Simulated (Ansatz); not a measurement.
Input and command of a calculation in Ansatz (plane waves; scalar-relativistic PAW potentials unless the input names others):

```yaml
crystal:
  lattice:
    - [-1.4423307378, -2.4981901192, 0.0]
    - [1.4423307378, -2.4981901192, 0.0]
    - [0.0, 0.0, 20.3943955927]
  atoms:
    - { symbol: W, position: [0.3333333333, 0.3333333333, 0.3541058719] }
    - { symbol: W, position: [0.6666666667, 0.6666666667, 0.1067244611] }
    - { symbol: W, position: [0.6666666667, 0.6666666667, 0.7437814453] }
    - { symbol: W, position: [0.3333333333, 0.3333333333, 0.4964000345] }
    - { symbol: "N", position: [0.3333333333, 0.3333333333, 0.1611943846] }
    - { symbol: "N", position: [0.6666666667, 0.6666666667, 0.2996359485] }
    - { symbol: "N", position: [0.6666666667, 0.6666666667, 0.5508699579] }
    - { symbol: "N", position: [0.3333333333, 0.3333333333, 0.6893115219] }
    - { symbol: "N", position: [0.3333333333, 0.3333333333, 0.0355773798] }
    - { symbol: "N", position: [0.6666666667, 0.6666666667, 0.4252529532] }
basis:
  ecutwfc: 420
kpoints:
  mp_grid: { grid: [15, 15, 3] }
hamiltonian:
  xc: pbesol
scf:
  occupations: { method: gaussian, width: 0.15 }
  eigensolver: { kind: davidson }
output:
  forces: true
  eigenvalues: true
  stress: true
magnetization:
  spin_polarized: true
```

```bash
ansatz run input.yaml --threads 2 --pin off --max-ram 5120MiB --backend cpu --events-out ev --progress --plain --runs-dir out
```

Abridged log:
```
band count auto-derived: 61 (N_el = 86.0; filled up to band 43; 53 by the electrons, moments and atoms)
Pseudopotentials: kind: paw
Pseudopotential: W, paw, valence charge 14, recommended cutoff 420 eV (normal)
Pseudopotential: N, paw, valence charge 5, recommended cutoff 420 eV (normal)
Functional definition: PBEsol
Crystal: 10 atoms, lattice volume = 146.971 Å³
Basis set: ecut = 420 eV, 2889 PW (Γ), exchange–correlation on 40×40×288 points (8 copies of the dense FFT grid, shifted against one another)
Bands: 61, of which v1, the nominal top of the filled ones, is band 43 counted from 1 (42 counted from 0)
Symmetry: 6 space group operations
Space group: P3m1 (ITA 156), of the structure as read, at distance tolerance 5.3e-5 Å
k-points: 73 of 675 (time reversal used)
Initial wavefunctions: pseudopotential atomic-orbital guess
Functional: x = pbesol(κ = 0.804, μ = 0.12345679), c = pbesol(β = 0.046)
SCF iter   1: F=—  HF=-43305.042672 eV  |F-HF|=—  |Δ(HF+E_count)|=         —  Δρ=7.70e-2 (↑7.70e-2 ↓7.70e-2) dr2=1.15e2  dr2_m=0.00e0  M=0.000 μB ∫|m|=0.000 μB  β_m=0.30  ethr=1.00e-1  ⟨swp⟩=3.9  Hψ=12151  notcnv=0
spin=Collinear: LDOS preconditioning applied to the charge; magnetization (m = ρ↑ − ρ↓) channel mixes plain (no charge-response kernel on spin).
SCF iter   2: F=—  HF=-43298.633041 eV  |F-HF|=—  |Δ(HF+E_count)|=    6.41e0  Δρ=4.92e-2 (↑4.92e-2 ↓4.92e-2) dr2=5.43e1  dr2_m=0.00e0  M=0.000 μB ∫|m|=0.000 μB  β_m=0.48  ethr=1.00e-1  ⟨swp⟩=2.0  Hψ=8906  notcnv=0
SCF iter   3: F=—  HF=-43295.465121 eV  |F-HF|=—  |Δ(HF+E_count)|=    3.17e0  Δρ=2.67e-2 (↑2.67e-2 ↓2.67e-2) dr2=2.80e1  dr2_m=0.00e0  M=0.000 μB ∫|m|=0.000 μB  β_m=0.44  ethr=6.32e-2  ⟨swp⟩=2.4  Hψ=8933  notcnv=0
SCF iter   4: F=—  HF=-43295.121704 eV  |F-HF|=—  |Δ(HF+E_count)|=   3.43e-1  Δρ=1.55e-2 (↑1.55e-2 ↓1.55e-2) dr2=8.50e0  dr2_m=0.00e0  M=0.000 μB ∫|m|=0.000 μB  β_m=0.71  ethr=3.25e-2  ⟨swp⟩=2.0  Hψ=8906  notcnv=0
SCF iter   5: F=—  HF=-43294.987687 eV  |F-HF|=—  |Δ(HF+E_count)|=   1.34e-1  Δρ=4.73e-3 (↑4.73e-3 ↓4.73e-3) dr2=1.39e0  dr2_m=0.00e0  M=0.000 μB ∫|m|=0.000 μB  β_m=0.66  ethr=9.88e-3  ⟨swp⟩=2.0  Hψ=8791  notcnv=0  defer=1
SCF iter   6: F=—  HF=-43290.473377 eV  |F-HF|=—  |Δ(HF+E_count)|=    4.51e0  Δρ=4.77e-2 (↑4.36e-2 ↓4.77e-2) dr2=1.46e1  dr2_m=2.40e0  M=6.930 μB ∫|m|=6.930 μB  ethr=1.62e-3  ⟨swp⟩=3.3  Hψ=8320  notcnv=0  defer=16
Mixer restart at iter 6: flushing history
SCF iter   7: F=—  HF=-43294.377509 eV  |F-HF|=—  |Δ(HF+E_count)|=         —  Δρ=2.50e-2 (↑2.27e-2 ↓2.50e-2) dr2=3.39e0  dr2_m=6.13e-1  M=3.112 μB ∫|m|=3.150 μB  β_m=0.66  ethr=1.62e-3  ⟨swp⟩=3.4  Hψ=18671  notcnv=0
SCF iter   8: F=—  HF=-43294.710955 eV  |F-HF|=—  |Δ(HF+E_count)|=   3.33e-1  Δρ=1.22e-2 (↑1.22e-2 ↓1.18e-2) dr2=4.14e-1  dr2_m=1.75e-1  M=2.365 μB ∫|m|=2.397 μB  β_m=0.83  ethr=1.62e-3  ⟨swp⟩=3.5  Hψ=16722  notcnv=0  defer=8
   ...
SCF iter  18: F=—  HF=-43294.973396 eV  |F-HF|=—  |Δ(HF+E_count)|=   3.79e-5  Δρ=7.26e-5 (↑5.12e-5 ↓7.26e-5) dr2=8.70e-6  dr2_m=3.31e-6  M=0.454 μB ∫|m|=0.523 μB  β_m=0.88  ethr=1.01e-8  ⟨swp⟩=2.2  Hψ=31895  notcnv=0
SCF iter  19: F=—  HF=-43294.973401 eV  |F-HF|=—  |Δ(HF+E_count)|=   5.74e-6  Δρ=3.78e-5 (↑2.23e-5 ↓3.78e-5) dr2=4.92e-6  dr2_m=1.02e-6  M=0.445 μB ∫|m|=0.514 μB  β_m=0.94  ethr=1.01e-8  ⟨swp⟩=3.5  Hψ=17766  notcnv=0
SCF iter  20: F=—  HF=-43294.973403 eV  |F-HF|=—  |Δ(HF+E_count)|=   1.35e-6  Δρ=1.45e-5 (↑1.31e-5 ↓1.45e-5) dr2=6.88e-7  dr2_m=1.75e-7  M=0.441 μB ∫|m|=0.511 μB  β_m=0.92  ethr=5.72e-9  ⟨swp⟩=3.1  Hψ=16468  notcnv=0
SCF iter  21: F=—  HF=-43294.973403 eV  |F-HF|=—  |Δ(HF+E_count)|=   1.56e-7  Δρ=5.14e-6 (↑5.14e-6 ↓5.11e-6) dr2=1.08e-7  dr2_m=2.61e-8  M=0.440 μB ∫|m|=0.509 μB  β_m=0.96  ethr=8.00e-10  ⟨swp⟩=3.4  Hψ=17501  notcnv=0
SCF iter  22: F=—  HF=-43294.973403 eV  |F-HF|=—  |Δ(HF+E_count)|=   1.37e-8  Δρ=3.07e-6 (↑3.07e-6 ↓2.17e-6) dr2=2.42e-8  dr2_m=7.03e-9  M=0.439 μB ∫|m|=0.509 μB  β_m=0.98  ethr=1.26e-10  ⟨swp⟩=3.1  Hψ=17404  notcnv=0
SCF iter  23: F=—  HF=-43294.973403 eV  |F-HF|=—  |Δ(HF+E_count)|=   6.85e-9  Δρ=1.45e-6 (↑1.36e-6 ↓1.45e-6) dr2=7.11e-9  dr2_m=1.64e-9  M=0.439 μB ∫|m|=0.509 μB  β_m=0.95  ethr=2.81e-11  ⟨swp⟩=3.3  Hψ=17711  notcnv=0
SCF iter  24: F=—  HF=-43294.973403 eV  |F-HF|=—  |Δ(HF+E_count)|=   1.84e-9  Δρ=8.34e-7 (↑5.13e-7 ↓8.34e-7) dr2=3.36e-9  dr2_m=4.69e-10  M=0.439 μB ∫|m|=0.509 μB  β_m=0.97  ethr=8.26e-12  ⟨swp⟩=3.2  Hψ=18669  notcnv=0
SCF iter  25: F=-43294.973403 eV  HF=-43294.973403 eV  |F-HF|=1.34e-9  |Δ(HF+E_count)|=  3.78e-10  Δρ=4.58e-7 (↑2.58e-7 ↓4.58e-7) dr2=1.48e-9  dr2_m=1.34e-10  M=0.439 μB ∫|m|=0.509 μB  ethr=3.90e-12  ⟨swp⟩=3.0  Hψ=16534  notcnv=0
SCF 1 converged in 25 iterations: F = -43294.973403 eV  dr2 = 1.48e-9
  Residual-converged pass: ⟨swp⟩=1.2  Hψ=8953  notcnv=0  max |occ|·‖R‖ = 6.6e-6 eV (tolerance 6.7e-6 eV) dr2=1.48e-9  dr2_m=1.34e-10  dr2_onsite=2.67e-11  max |Δocc| = 1.8e-12
the search or the solves at the SCF's close seem to have found levels that the self-consistency loop had missed (the run counts 2). By its estimate they hold under 1e-12 electrons; where the run keeps them, the occupations were computed again with them
SCF converged after 25 iterations
Magnetization: 0.4391 μB (43.2196 up, 42.7804 down)
Absolute magnetization: 0.5092 μB (∫|ρ↑−ρ↓|, with the PAW one-centre terms)
Spin contamination: 0.0980 ħ² per cell (⟨S²⟩ above its minimum at these occupations)
Per-site moments (μB) at R_I (Å): [(-0.00075641, 0.82580545), (-0.01463348, 0.82580545), (0.00024842, 0.82580545), (-0.00042377, 0.82580545), (0.10137925, 0.82580545), (-0.00288647, 0.82580545), (-0.00121173, 0.82580545), (0.00031560, 0.82580545), (0.29205854, 0.91116415), (-2.42248915e-5, 0.91116415)]
Free energy (F): -43294.973403 eV
Harris-Foulkes:  -43294.973403 eV  (|F-HF|=1.34e-9)
Internal energy: -43294.887312 eV  (E = F + TS)
E sigma→0 (E₀):  -43294.930358 eV
Entropy (-TS):   -0.086091 eV (-8.609 meV/atom)
Fermi energy:    10.209297 eV
--- Forces (eV/Å), atoms counted from 1 ---
  atom   1  W      0.00000000     0.00000000     0.05506554
  atom   2  W      0.00000000     0.00000000    -2.29803186
  atom   3  W      0.00000000     0.00000000    -1.31761181
  atom   4  W      0.00000000     0.00000000    -0.05480363
  atom   5  N      0.00000000     0.00000000    -1.35262058
  atom   6  N      0.00000000     0.00000000    -0.09178779
  atom   7  N      0.00000000     0.00000000     0.08164120
  atom   8  N      0.00000000     0.00000000     1.30660321
  atom   9  N      0.00000000     0.00000000     3.66615206
  atom  10  N      0.00000000     0.00000000     0.00541176
--- Stress (GPa, compression-positive) ---
       -0.739777       0.000000       0.000000
        0.000000      -0.739777       0.000000
        0.000000       0.000000      -9.345157
  P = ⅓ Tr σ = -3.6082 GPa (-36.082 kbar)
```

Apart from outputs and empty bands, the input differs from a reference run on usual settings in scf.eigensolver.kind: not typed → "davidson"; magnetization: not typed → {"spin_polarized": true}. The reference, at the same geometry (not necessarily relaxed), gave pressure -3.62 GPa, largest force 3.472 eV/Å, no gap on the mesh. This run converged in 25 SCF iterations (reference: 15) with an energy at zero smearing 0.87 meV/atom below the reference's, pressure -3.61 GPa, largest force 3.666 eV/Å, no gap on the mesh.

Time: 110 s on 2 threads of Intel(R) Xeon(R) CPU @ 2.80GHz (Skylake/Cascade Lake) (shared host), peak memory 0.89 GiB.